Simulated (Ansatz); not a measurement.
# Tm (hcp)

Computed with Ansatz (plane waves, PAW, 500 eV cutoff): r²SCAN, scalar-relativistic, collinear spin, Γ-centred 14×14×8 mesh, 0.05 eV Gaussian smearing; PAW files: Ansatz's generated set soft_2.

Space group P6_3/mmc (No. 194). a = 3.604 Å, b = 3.604 Å, c = 5.844 Å, α = 90.00°, β = 90.00°, γ = 120.00°
```
atom  site  symmetry       x       y       z
  Tm    2d      -6m2  0.3333  0.6667  0.7500
```

Magnetic state: ferromagnetic, site spin moments Tm 1.31 μB.

**Question.** Which orbitals carry the states at the Fermi level, and how many states are there?

**Answer.** Within 0.1 eV of it: Tm 4f 59 %, Tm 5d 39 % (shares among the projected shells). The density of states at the Fermi level is about 5.1 states/eV per cell, averaged over 0.3 eV.

Density of states (tetrahedra, averaged over 0.5 eV; states/eV per cell of 2 atoms; energy in eV from the Fermi level; projections on Löwdin-orthogonalised atomic orbitals, summed over sites):

```
    E  total  Tm 4f down  Tm 4f up  Tm 5d up  Tm 5d down  Tm 6s
-5.60    0.0         0.0       0.0       0.0         0.0    0.0
-5.10    0.1         0.0       0.0       0.0         0.0    0.1
-4.60    0.2         0.0       0.0       0.0         0.0    0.2
-4.10    4.3         0.0       4.0       0.0         0.1    0.2
-3.60    0.5         0.0       0.0       0.0         0.1    0.3
-3.10    4.6         0.0       4.0       0.1         0.1    0.3
-2.60   18.6         0.1      17.8       0.2         0.2    0.3
-2.10   15.0        11.8       2.1       0.2         0.4    0.3
-1.60    1.4         0.1       0.0       0.5         0.5    0.3
-1.10    9.1         7.6       0.0       0.7         0.6    0.2
-0.60    2.0         0.3       0.0       0.7         0.8    0.1
-0.10    4.7         2.1       0.0       0.6         1.7    0.1
 0.40    6.5         4.8       0.0       0.8         0.8    0.1
 0.90    3.7         1.0       0.0       1.7         0.8    0.1
 1.40    2.0         0.1       0.0       0.9         0.8    0.1
 1.90    3.7         0.0       0.0       1.7         1.4    0.2
 2.40    2.9         0.0       0.0       1.3         1.2    0.2
 2.90    2.6         0.0       0.0       1.2         1.2    0.1
 3.40    2.2         0.0       0.0       1.1         1.1    0.0
 3.90    1.6         0.0       0.0       0.7         0.7    0.0
 4.40    1.6         0.0       0.0       0.8         0.7    0.0
 4.90    1.6         0.0       0.0       0.7         0.7    0.1
 5.40    2.1         0.0       0.0       0.9         0.9    0.2
 5.90    3.0         0.0       0.0       1.2         1.1    0.4
```

Without a U the open 4f shell is pinned at the Fermi level, an artefact: in the real crystal it splits into occupied and empty levels away from it, and its large orbital moment is missing here. These numbers lack spin–orbit coupling. The run wasn't fully tested for a lower electronic state. Site moments are of spin, integrated over atomic spheres. Only parallel moments were tried, so the real magnetic order may be another.

The state of the open shells isn't shown to be the lowest, and forces and pressures are less sure for it.
